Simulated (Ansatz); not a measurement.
Ansatz input

```yaml
crystal:
  lattice:
    - [-1.6570776228, 1.6570776228, 1.6570776228]
    - [1.6570776228, -1.6570776228, 1.6570776228]
    - [1.6570776228, 1.6570776228, -1.6570776228]
  atoms:
    - { symbol: Ga, position: [0.0, 0.0, 0.0] }
hamiltonian:
  xc: r2scan
  pseudopotentials:
    kind: paw
    azcp:
      Ga: "pseudopotentials/Ga.paw.azcp"
basis:
  ecutwfc: 500
  fft_grid_basis: typed
kpoints:
  mp_grid: { grid: [7, 7, 7], shift: [0, 0, 0] }
magnetization:
  spin_polarized: false
scf:
  occupations: { method: fermi_dirac, width: 0.1 }
output:
  write_density: true
  write_potential: true
  elf: true
  volumetric_format: npy
```

Output

```
Engine: ansatz 0.2.0, x86_64-unknown-linux-gnu
Pseudopotentials: kind: paw
Pseudopotential: Ga, paw, valence charge 13, recommended cutoff 500 eV (meta_gga) 
Functional definition: r2SCAN
  parameter k0 = 0.174
  parameter k1 = 0.065
  parameter a1 = 4.9479
  exchange = r2scan_x(k0 = k0, k1 = k1, a1 = a1)
  correlation = r2scan_c
Crystal: 1 atoms, lattice volume = 18.201 Å³
Basis set: ecut = 500 eV, 459 PW (Γ), exchange–correlation on 96×96×96 points (64 copies of the dense FFT grid, shifted against one another)
Bands: 11, of which v1, the nominal top of the filled ones, is band 7 counted from 1 (6 counted from 0)
Symmetry: 48 space group operations
Space group: Im-3m (ITA 229), of the structure as read, at distance tolerance 2.6e-5 Å
k-points: 20 of 343
Non-local potential: Ga, projectors of the file, l = 0: 2, l = 1: 2, l = 2: 3, l = 3: 1
PAW form: soft (Blöchl's): semilocal exchange-correlation on the pseudo side does not see the compensation charge
PAW frozen core: Ga, regenerated for the run's functional (the file was generated under x = pbe(κ = 0.804, μ = 0.2195149727645171), c = pbe(β = 0.06672455060314922))
PAW one-centre angular grid: Ga, 590 points (default); XC on 160 Gauss nodes
Initial density: superposition of atomic densities (neutral atoms: chi_scale 0, normalization atom), corrected by the library's trained network
Initial wavefunctions: pseudopotential atomic-orbital guess
Functional: x = r2scan, c = r2scan; τ floored in thin density (d = 2e-4 eV/Å³)
SCF iter   1: F=—  HF=-3790.072929 eV  |F-HF|=—  |Δ(HF+E_count)|=         —  Δρ=1.13e-2  dr2=8.20e-3  dr2_τ=4.42e-4  ethr=1.77e-3  ⟨swp⟩=5.0  Hψ=1282  notcnv=0
SCF iter   2: F=—  HF=-3790.074935 eV  |F-HF|=—  |Δ(HF+E_count)|=   2.01e-3  Δρ=1.77e-3  dr2=2.54e-4  dr2_τ=2.14e-5  ethr=6.31e-5  ⟨swp⟩=2.0  Hψ=592  notcnv=0  defer=8
SCF iter   3: F=—  HF=-3790.074900 eV  |F-HF|=—  |Δ(HF+E_count)|=   3.50e-5  Δρ=1.84e-3  dr2=1.63e-4  dr2_τ=2.23e-6  ethr=1.96e-6  ⟨swp⟩=2.0  Hψ=331  notcnv=0  defer=8
SCF iter   4: F=—  HF=-3790.075018 eV  |F-HF|=—  |Δ(HF+E_count)|=   1.19e-4  Δρ=2.02e-4  dr2=2.32e-6  dr2_τ=4.61e-8  ethr=1.26e-6  ⟨swp⟩=2.0  Hψ=243  notcnv=0  defer=8
SCF iter   5: F=—  HF=-3790.075026 eV  |F-HF|=—  |Δ(HF+E_count)|=   7.92e-6  Δρ=3.15e-5  dr2=1.33e-7  dr2_τ=1.91e-9  ethr=1.78e-8  ⟨swp⟩=2.9  Hψ=340  notcnv=0  defer=8
SCF iter   6: F=-3790.075027 eV  HF=-3790.075027 eV  |F-HF|=1.28e-8  |Δ(HF+E_count)|=   4.47e-7  Δρ=5.64e-6  dr2=4.76e-9  dr2_τ=4.17e-11  ethr=7.69e-10  ⟨swp⟩=5.0  Hψ=871  notcnv=0
SCF 1 converged in 6 iterations: F = -3790.075027 eV  dr2 = 4.76e-9
SCF converged after 6 iterations
Free energy (F): -3790.075027 eV
Harris-Foulkes:  -3790.075027 eV  (|F-HF|=1.28e-8)
Internal energy: -3790.054658 eV  (E = F + TS)
E sigma→0 (E₀):  -3790.064843 eV
Entropy (-TS):   -0.020368 eV (-20.368 meV/atom)
Fermi energy:    10.184759 eV
--- Per-component energies (eV) ---
  E_band       = -36.669508
  E_kinetic    = 114.348922
  E_local      = -1758.020163  (includes V_loc(G=0)·N_el)
  E_nonlocal   = 424.044559
  E_hartree    = 828.996304
  E_xc         = -62.573131
  E_vxc        = -60.108419  (∫ρ·V_xc dr)
  E_paw        = -2000.077708  (= ΣΔE_a)
  E_vpaw       = -418.347846  (= ΣTr[D̂ρ^β])
  E_aug_tail   = -0.000030  (compensation charges beyond the density's cutoff)
  E_vtau       = 3.419363  (kinetic-family band-sum trace: ∫τ·v_τ [+ j·A + Jᵃ·Aᵃ] dr)
  E_ewald      = -1336.120342
  E_core_change = -0.653070  (= ΣΔE_core)
  E_smearing   = -0.020368  (= −TS)
  E_closure    = -0.000000  (closes the sum)
  Σ components = -3790.075027   (vs F -3790.075027, Δ=0.00e0)
--- Band table (eV; the first three rows and the last of 20) ---
  k-point 0: bands = ["-5.3945", "-5.3945", "-5.3945", "-5.1810", "-5.1810", "-1.8152", "23.9211", "23.9211", "23.9211", "28.1950", "28.1950"]
  k-point 1: bands = ["-5.4131", "-5.3861", "-5.3315", "-5.1981", "-5.1811", "-1.2099", "19.5392", "21.7346", "22.9462", "25.4381", "25.6028"]
  k-point 2: bands = ["-5.4549", "-5.4100", "-5.2104", "-5.1865", "-5.1808", "0.6312", "13.3554", "19.2683", "21.1964", "23.3592", "23.8627"]
  k-point 19: bands = ["-5.4974", "-5.4833", "-5.1058", "-5.1058", "-5.0960", "8.9113", "12.1230", "12.1230", "13.5308", "16.4713", "18.6169"]
```

Launched by

```sh
ansatz run input.yaml --threads 4 --pin off --max-ram 8192MiB --backend cpu --events-out ev --progress --plain --runs-dir out
```

On 4 threads of Intel(R) Xeon(R) Platinum 8375C CPU @ 2.90GHz (Ice Lake) (shared host) this took about 0.41 s of wall time and 0.98 s of CPU time, with 0.36 GiB at the peak.
